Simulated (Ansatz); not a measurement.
Here is the system:

SiGe:
```
CELL_PARAMETERS angstrom
      3.59543     0.00000     0.00000
     -1.79772     3.11374     0.00000
      0.00000     0.00000     3.28031
ATOMIC_POSITIONS crystal
  Ge 0.00000 0.00000 0.00000
  Si 0.66667 0.33333 0.50000
```

This is the PBE-relaxed structure.

Task: All from DFT-PBE in the program Ansatz with PAW potentials, unless another level is named. Predict the electronic character.

Result: metallic (no gap).

Task: And the density of states at the Fermi level?

Result: 0.44 states/eV per atom (mean over ±0.08 eV).

Task: And the formation energy from the elements (no fitted shifts)?

Result: 0.42 eV/atom.

Space group P-6m2. The cell is a constructed one: a structure type filled with these elements; neither database checked (COD, Materials Project) lists it. Its standing as an ambient phase is unchecked. The PBE relaxation kept the symmetry of its start; whether a distortion lowers the energy is not shown. The references are the lowest solids computed at this level, not always the standard phases. Spin–orbit coupling is left out wherever it is not named.

Potentials: the later of the program's two PAW sets.
